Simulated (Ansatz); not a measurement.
Values for one crystal, relaxed and computed with r²SCAN (plane waves, PAW; program Ansatz); other levels are named.

- Volume per atom: 9.31 Å³
- Band gap: 5.68 eV (direct)
- Hole effective mass, band 3 of 3 at the edge: 0.42 along [100], 0.37 along [110], 0.36 along [111] (mₑ)
- Elastic constants (relaxed ions, GPa): C11 = 310, C12 = 94.7, C44 = 156
- Mechanical stability: stable (all eigenvalues of C positive)
- Conduction-band minimum: at Γ
- Hill bulk and shear moduli: 167 and 135 GPa

Which of these materials gives this?
A. ZrO2, P2_1/c (Zr on 4e, O on 4e, O on 4e)
B. MgO, rock salt
C. YN, rock salt
D. MgS, rock salt

B, MgO, rock salt

Space group Fm-3m (rock salt). Symmetry was held in the r²SCAN relaxation. The volume moved by -16 % from the start of the relaxation.

Potentials: the earlier of the program's two PAW sets.
